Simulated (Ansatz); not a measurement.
The start is a generated trial cell of WSe2 in the baddeleyite structure type. Cell shape, volume and atoms are optimised at zero target pressure with PBE (plane waves to 420 eV, PAW, scalar-relativistic; Ansatz, a first-principles code). First-step values are on the input's coarse k-mesh.

Ansatz input (later rounds restart from its end on a renewed k-mesh):
Ansatz 0.2 input:
```yaml
crystal:
  lattice:
    - [6.466234, 0, 0]
    - [0, 6.542943, 0]
    - [-1.07076, 0, 6.589211]
  atoms:
    - { symbol: W, position: [0.2754, 0.0395, 0.2083] }
    - { symbol: W, position: [0.7246, 0.5395, 0.2917] }
    - { symbol: W, position: [0.7246, 0.9605, 0.7917] }
    - { symbol: W, position: [0.2754, 0.4605, 0.7083] }
    - { symbol: Se, position: [0.07, 0.3317, 0.3447] }
    - { symbol: Se, position: [0.93, 0.8317, 0.1553] }
    - { symbol: Se, position: [0.93, 0.6683, 0.6553] }
    - { symbol: Se, position: [0.07, 0.1683, 0.8447] }
    - { symbol: Se, position: [0.4496, 0.7569, 0.4792] }
    - { symbol: Se, position: [0.5504, 0.2569, 0.0208] }
    - { symbol: Se, position: [0.5504, 0.2431, 0.5208] }
    - { symbol: Se, position: [0.4496, 0.7431, 0.9792] }
basis: { ecutwfc: 420, ecutrho_ratio: 4, xc_grid: 2, fft_grid_basis: typed }
kpoints: { mp_grid: { grid: [3, 3, 3] } }
hamiltonian:
  xc: pbe
  dispersion: none
  pseudopotentials: { azcp: { folder: ./paw }, kind: paw }
scf: { occupations: { method: fermi_dirac, width: 0.05 } }
relax: { f_tol: 0.01, max_steps: 100, cell: { stress_tol: 0.02 } }
output: { forces: true, stress: true }
```

```json
{
  "initial_pressure": "-10 GPa (negative: the cell is under tension)",
  "largest_initial_force": "about 0.9 eV/Å, on W1, W2, W3, W4, Se5, Se6, Se7, Se8 (atoms numbered as listed)",
  "outcome": "The space group stays P2₁/c (No. 14) (the run could not lower it); the end is AFLOW prototype A2B_mP12_14_2e_e (C43, as in ZrO2), with 12 atoms in the primitive cell",
  "band_gap_at_the_end": "no gap (metallic)",
  "optimiser_moves": "14"
}
```

Final values are on a 6×6×6 k-mesh of the relaxed cell. No spin polarisation in the result.

The run could not lose the symmetry of its start; a randomly shaken copy of 12 atoms returns to this structure.

The relaxed structure here is a generated cell of WSe2: the first start was made by placing the elements on the sites of a structure type, and the end was not matched to a known phase here, so it may be hypothetical. Known forms of WSe2 include space group No. 194.
